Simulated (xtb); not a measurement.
xtb single point, GFN2-xTB, GBSA implicit water, on germanium monotelluride, GeTe (SMILES [Ge]=[Te]), charge 0, multiplicity 1.

```
xtb m.xyz --gfn 2 --chrg 0 --uhf 0 --norestart --sp --gbsa water

2

Ge     1.177552    -0.019689     0.010294
Te    -1.177552     0.019689    -0.010294
```

The program's output:

```

          ...................................................
          :                      SETUP                      :
          :.................................................:
          :  # basis functions                  20          :
          :  # atomic orbitals                  18          :
          :  # shells                            6          :
          :  # electrons                        10          :
          :  max. iterations                   250          :
          :  Hamiltonian                  GFN2-xTB          :
          :  restarted?                      false          :
          :  GBSA solvation                   true          :
          :  PC potential                    false          :
          :  electronic temp.          300.0000000     K    :
          :  accuracy                    1.0000000          :
          :  -> integral cutoff          0.2500000E+02      :
          :  -> integral neglect         0.1000000E-07      :
          :  -> SCF convergence          0.1000000E-05 Eh   :
          :  -> wf. convergence          0.1000000E-03 e    :
          :  Broyden damping             0.4000000          :
          :  net charge                          0          :
          :  unpaired electrons                  0          :
          ...................................................

 iter      E             dE          RMSdq      gap      omega  full diag
   1     -1.9007447 -0.190074E+01  0.279E+01    2.59       0.0  T
   2      5.9657340  0.786648E+01  0.135E+02    0.00       1.0  T
   3      0.4619243 -0.550381E+01  0.102E+02    1.45       1.0  T
   4     -2.5881426 -0.305007E+01  0.562E+01    4.33       1.0  T
   5     -3.9305831 -0.134244E+01  0.250E+01    4.57       1.0  T
   6     -4.9167472 -0.986164E+00  0.230E+01    3.15       1.0  T
   7     -4.6952604  0.221487E+00  0.200E+01    3.55       1.0  T
   8     -4.7354047 -0.401443E-01  0.302E+01    3.58       1.0  T
   9     -4.4992371  0.236168E+00  0.514E+01    3.90       1.0  T
  10     -5.0469052 -0.547668E+00  0.288E+01    2.48       1.0  T
  11     -5.0360450  0.108601E-01  0.185E+01    2.73       1.0  T
  12     -5.0510683 -0.150233E-01  0.131E+01    2.55       1.0  T
  13     -5.0507078  0.360456E-03  0.114E+01    2.54       1.0  T
  14     -5.0515593 -0.851494E-03  0.106E+01    2.56       1.0  T
  15     -5.0516167 -0.573596E-04  0.100E+01    2.56       1.0  T
  16     -5.0518015 -0.184850E-03  0.649E+00    2.56       1.0  T
  17     -5.0517990  0.257060E-05  0.378E+00    2.56       1.0  T
  18     -5.0517982  0.784108E-06  0.195E+00    2.56       1.0  T
  19     -5.0518223 -0.241269E-04  0.840E-01    2.55       1.0  T
  20     -5.0518469 -0.246035E-04  0.322E-01    2.55       1.0  T
  21     -5.0518592 -0.122762E-04  0.152E-01    2.55       1.0  T
  22     -5.0518636 -0.439347E-05  0.821E-02    2.54       1.0  T
  23     -5.0518648 -0.116808E-05  0.325E-02    2.54       2.2  T
  24     -5.0518649 -0.102888E-06  0.620E-03    2.54      11.4  T
  25     -5.0518649  0.121855E-09  0.994E-04    2.54      71.1  T
  26     -5.0518649 -0.179940E-09  0.193E-04    2.54     366.8  T

   *** convergence criteria satisfied after 26 iterations ***

         #    Occupation            Energy/Eh            Energy/eV
      -------------------------------------------------------------
         1        2.0000           -0.7507481             -20.4289
         2        2.0000           -0.5644924             -15.3606
         3        2.0000           -0.3308682              -9.0034
         4        2.0000           -0.3199279              -8.7057
         5        2.0000           -0.3199279              -8.7057 (HOMO)
         6                         -0.2264578              -6.1622 (LUMO)
         7                         -0.2264578              -6.1622
         8                         -0.0737708              -2.0074
         9                          0.0050656               0.1378
        10                          0.0050656               0.1378
       ...                                ...                  ...
        18                          1.3550940              36.8740
      -------------------------------------------------------------
                  HL-Gap            0.0934701 Eh            2.5435 eV
             Fermi-level           -0.2731928 Eh           -7.4340 eV


         :::::::::::::::::::::::::::::::::::::::::::::::::::::
         ::                     SUMMARY                     ::
         :::::::::::::::::::::::::::::::::::::::::::::::::::::
         :: total energy              -5.037686115920 Eh    ::
         :: total w/o Gsasa/hb        -5.039923866488 Eh    ::
         :: gradient norm              0.000711013720 Eh/a0 ::
         :: HOMO-LUMO gap              2.543450206460 eV    ::
         ::.................................................::
         :: SCC energy                -5.051864863939 Eh    ::
[... lines cut ...]
         :::::::::::::::::::::::::::::::::::::::::::::::::::::

           -------------------------------------------------
          |                Property Printout                |
           -------------------------------------------------

    * Orbital Energies and Occupations

         #    Occupation            Energy/Eh            Energy/eV
      -------------------------------------------------------------
         1        2.0000           -0.7507481             -20.4289
         2        2.0000           -0.5644924             -15.3606
         3        2.0000           -0.3308682              -9.0034
         4        2.0000           -0.3199279              -8.7057
         5        2.0000           -0.3199279              -8.7057 (HOMO)
         6                         -0.2264578              -6.1622 (LUMO)
         7                         -0.2264578              -6.1622
         8                         -0.0737708              -2.0074
         9                          0.0050656               0.1378
        10                          0.0050656               0.1378
        11                          0.0897357               2.4418
        12                          0.0897357               2.4418
        13                          0.0962391               2.6188
        14                          0.0962391               2.6188
        15                          0.2199733               5.9858
        16                          0.3154794               8.5846
       ...                                ...                  ...
        18                          1.3550940              36.8740
      -------------------------------------------------------------
                  HL-Gap            0.0934701 Eh            2.5435 eV
             Fermi-level           -0.2731928 Eh           -7.4340 eV

     #   Z          covCN         q      C6AA      α(0)
     1  32 Ge       0.962     0.109   285.916    36.160
     2  52 Te       0.962    -0.109   437.460    38.979

 Mol. C6AA /au·bohr⁶  :       1424.344200
 Mol. C8AA /au·bohr⁸  :     138516.491916
 Mol. α(0) /au        :         75.139130

Wiberg/Mayer (AO) data.
largest (>0.10) Wiberg bond orders for each atom

 ---------------------------------------------------------------------------
     #   Z sym  total        # sym  WBO       # sym  WBO       # sym  WBO
 ---------------------------------------------------------------------------
     1  32 Ge   2.529 --     2 Te   2.529
     2  52 Te   2.529 --     1 Ge   2.529
 ---------------------------------------------------------------------------


molecular dipole:
                 x           y           z       tot (Debye)
 q only:        0.484      -0.008       0.004
   full:        1.128      -0.019       0.010       2.867
molecular quadrupole (traceless):
                xx          xy          yy          xz          yz          zz
 q only:        0.000      -0.000      -0.000       0.000      -0.000      -0.000
  q+dip:        0.510      -0.013      -0.255       0.007      -0.000      -0.255
   full:       -2.868       0.072       1.434      -0.038       0.001       1.435

           -------------------------------------------------
          | TOTAL ENERGY               -5.037686115920 Eh   |
          | GRADIENT NORM               0.000711013720 Eh/α |
          | HOMO-LUMO GAP               2.543450206460 eV   |
           -------------------------------------------------
```

The total energy is -137.08 eV, 0.05 eV from the same level's vacuum run.
